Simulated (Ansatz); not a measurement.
**MgCu6S6: field gradients at two levels of theory**

Cell: a Materials Project structure (computed, not necessarily an observed phase).

```
CELL_PARAMETERS angstrom
3.74399 0.00000 0.00000
-1.87121 3.26481 0.00000
-0.16400 -0.31204 17.99657
ATOMIC_POSITIONS crystal
Mg 0.31902 0.65427 0.00827
Cu 0.65937 0.32323 0.40304
Cu 0.34754 0.68278 0.85786
Cu 0.65564 0.32122 0.14559
Cu 0.64231 0.28362 0.74714
Cu 0.33996 0.67579 0.59951
Cu 0.35852 0.71864 0.25887
S 0.99536 0.99272 0.44264
S 0.69133 0.38310 0.27460
S 0.01876 0.02094 0.90883
S 0.30909 0.61874 0.72761
S 0.98051 0.97936 0.09400
S 0.00401 0.00630 0.55982
```

Atoms are numbered from 1 in the order listed; like atoms form one site, named after its first atom.

First run. Computed with Ansatz: DFT, PBE, plane waves and PAW, scalar-relativistic, 420 eV cutoff, Γ-centred 10×10×2 k-points, Fermi–Dirac smearing 0.05 eV.

```tsv
site	atom	V_zz (10²¹ V/m²)	η
Mg	1	-0.82	0.28
Cu2	2	-0.48	0.85
Cu3	3	0.54	0.35
Cu4	4	-0.20	0.49
Cu5	5	3.34	0.09
Cu6	6	-0.60	0.57
Cu7	7	3.58	0.08
S8	8	19.36	0.00
S9	9	1.04	0.21
S10	10	-6.12	0.05
S11	11	0.85	0.18
S12	12	-5.18	0.04
```

Second run. The same atoms and settings, except that the functional is r2SCAN and the cutoff is 500 eV.

Problem. Given the first result, estimate the second.

Solution. 

```tsv
site	atom	V_zz	η	change of V_zz
Mg	1	-0.82	0.28	0.00
Cu2	2	-0.61	0.77	-0.13
Cu3	3	0.35	0.48	-0.19
Cu4	4	-0.37	0.40	-0.17
Cu5	5	4.35	0.05	+1.01
Cu6	6	-0.74	0.52	-0.14
Cu7	7	4.61	0.05	+1.03
S8	8	20.0	0.00	+0.64
S9	9	0.59	0.28	-0.45
S10	10	-6.06	0.07	+0.06
S11	11	0.45	0.19	-0.40
S12	12	-5.05	0.04	+0.13
```

The largest change of V_zz is on Cu7, from 3.58 to 4.61. In per cent, |V_zz| changes by +29 to +30 on Cu, -2 to +3 on S (all sites that start above 2).

The run finds no gap above 0.1 eV (a metal, or nearly one), so the gradients can move by 10 % or more with the k-mesh.
